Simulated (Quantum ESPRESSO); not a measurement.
# Strain and stress in Si6GaP

These are calculations, not measurements. They come from pw.x of Quantum ESPRESSO 7.5, a plane-wave density functional program, with PseudoDojo standard norm-conserving files (v0.5 for PBE, v0.4.1 for LDA and PBEsol). The cells are made up: elements, strain and atom displacements were drawn at random, and nothing was relaxed. There is no spin polarisation, spin-orbit coupling or dispersion term.

The cell has 8 sites of a zincblende or diamond lattice. Sites 1 to 4 hold Si Si Si Si; sites 5 to 8 hold Si Ga Si P. Cell vectors in Å: (5.328, 0.043, -0.091); (0.043, 5.356, -0.007); (-0.091, -0.007, 5.332). Settings: PBE, cutoff 1088 eV, 6 x 6 x 6 k mesh shifted by half a step, Fermi-Dirac smearing of 0.1 eV.

Each run adds the same linear strain along x, y and z to one cell, with the atoms carried along; the vectors above are those of run 4. Stress is positive in tension and P is minus a third of its trace. E is the free energy for each atom above the lowest run shown.

| run | strain (%) | s_xx (GPa) | s_yy (GPa) | s_zz (GPa) | s_xy (GPa) | P (GPa) | E (meV/atom) |
| --- | --- | --- | --- | --- | --- | --- | --- |
| 1 | -2.24 | -15.57 | -14.87 | -15.68 | 2.94 | 15.37 | 109.66 |
| 3 | -0.74 | -9.60 | -8.97 | -9.71 | 2.56 | 9.43 | 45.42 |
| 4 | -0.25 | -7.89 | -7.27 | -7.99 | 2.44 | 7.72 | 30.53 |
| 5 | 0.25 | -6.24 | -5.64 | -6.34 | 2.33 | 6.07 | 18.12 |
| 6 | 0.73 | -4.76 | -4.18 | -4.86 | 2.22 | 4.60 | 8.85 |
| 7 | 1.39 | -2.87 | -2.32 | -2.96 | 2.08 | 2.72 | 0.00 |
| 2 | -1.44 | ? | ? | ? | ? | ? | ? |

A rerun of one of these cells at 1377 eV and k mesh 8 x 8 x 8 moved values by no more than 0.002 eV in the cell's energy, 0.02 GPa in stress and 0.003 eV/Å in force.

## Worked fit

A parabola through the six runs shown gives P = 6.88 - 3.30 e + 0.221 e² GPa, with e in per cent and a scatter of 0.01 GPa. A linear strain of 1 % changes the volume by about 3 %, so the bulk modulus of this cell with clamped atoms is about 110 ± 1 GPa at e = 0. The error is the larger of the fit's own and the change that a cubic makes, rounded up.

## Withheld run

Question: what P should run 2 give?

The fit gives 12.09 GPa. The calculation gave 12.06 GPa.

| run | strain (%) | s_xx (GPa) | s_yy (GPa) | s_zz (GPa) | s_xy (GPa) | P (GPa) | E (meV/atom) |
| --- | --- | --- | --- | --- | --- | --- | --- |
| 2 | -1.44 | -12.25 | -11.58 | -12.36 | 2.73 | 12.06 | 71.81 |